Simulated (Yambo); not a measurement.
BaTiO$_{3}$ (cubic perovskite, space group Pm-3m, No. 221), G0W0@LDA (Yambo, plasmon pole, terminator in G, 4×4×4 mesh): gap R → Γ in eV by bands and screening block.

```tsv
bands (W and G)	2 Ry	3 Ry	5 Ry	6 Ry	8 Ry
35	4.13	3.65	3.42	?	3.32
51	3.97	3.51	3.30	?	3.25
72	?	3.47	3.27	3.24	3.24
96	3.89	3.44	3.24	3.22	3.24
125	3.89	3.43	3.24	3.22	3.24
```

### Question
Estimate the withheld gaps from their neighbours; the computed values follow.

### Answer

- 35, 6 Ry: 3.36
- 51, 6 Ry: 3.26
- 72, 2 Ry: 3.91

The largest settings aren't shown to be the converged limit.

Geometry of the Materials Project entry, not relaxed at this level; primitive cell a = 4.008 Å, b = 4.008 Å, c = 4.008 Å, α = 90.00°, β = 90.00°, γ = 90.00°.

This is not the ordinary phase of the substance.
